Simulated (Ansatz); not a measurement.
## Is this Ti₄N₃O structure a true minimum?

The cell was found from a structure generator's guess, not taken from experiment.

Level of theory: Ansatz 0.2.0, DFT PBE, scalar-relativistic, plane waves, PAW. Settings: cutoff 420 eV, Γ-centred mesh 10×10×10 on the computed 8-atom cell, Gaussian smearing of 0.10 eV; no spin polarisation.

The cell below (8 atoms, space group Pm-3m (No. 221)) is relaxed within its symmetry.

```
Ti N O
1.0
     4.25450    0.00000    0.00000
     0.00000    4.25450    0.00000
     0.00000    0.00000    4.25450
Ti N O
4 3 1
Direct
  0.00000 0.00000 0.00000
  0.50000 0.00000 0.50000
  0.00000 0.50000 0.50000
  0.50000 0.50000 0.00000
  0.00000 0.50000 0.00000
  0.50000 0.00000 0.00000
  0.00000 0.00000 0.50000
  0.50000 0.50000 0.50000
```

For the test it was strained at random (σ = 1.5 % a component), the atoms were moved at random (σ = 0.15 Å), and all was relaxed again on a coarse 6×6×6 mesh (in the run’s order of axes) with 0.20 eV smearing, with no symmetry imposed.

**Question.** Is the structure stable against such a distortion?

**Answer.** It returns, within 1 meV/atom of the unmoved cell on that mesh and with the same symmetry when read at 0.1 Å. No instability shows in this cell; modes of other wave vectors, which need another repeat, aren't tested.
